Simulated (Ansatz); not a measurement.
CuAu (L1₀ or tetragonal B2, P4/mmm) at seven volumes, r²SCAN (plane waves, PAW; program Ansatz), shape and atoms relaxed at each. One row is withheld.

```tsv
V (Å³/atom)	P (GPa)
13.221	19.25
13.657	11.58
14.093	?
14.529	0.01
14.964	-4.33
15.400	-7.87
15.836	-10.75
```

Problem. Fit the shown pressures and predict the withheld one.

Solution. Third-order Birch–Murnaghan: P = (3/2)B₀(x^(7/2) − x^(5/2))[1 + (3/4)(B′ − 4)(x − 1)] with x = (V₀/V)^(2/3). Least squares on the six rows gives V₀ = 14.528 Å³/atom, B₀ = 158.0 GPa, B′ = 5.44. At V = 14.093, x = 1.0205 and P = 5.22 GPa. The run itself gave 5.25 GPa.

Its axis ratio c/a = 1.22 departs by over 6 % from that of the usual cell of this phase: another minimum, or an error of the functional. The cell was relaxed with r²SCAN under the symmetry of its start; whether a distortion lowers the energy is not shown. No spin polarisation was allowed. Spin–orbit coupling is left out wherever it is not named.

Potentials: the earlier of the program's two PAW sets.
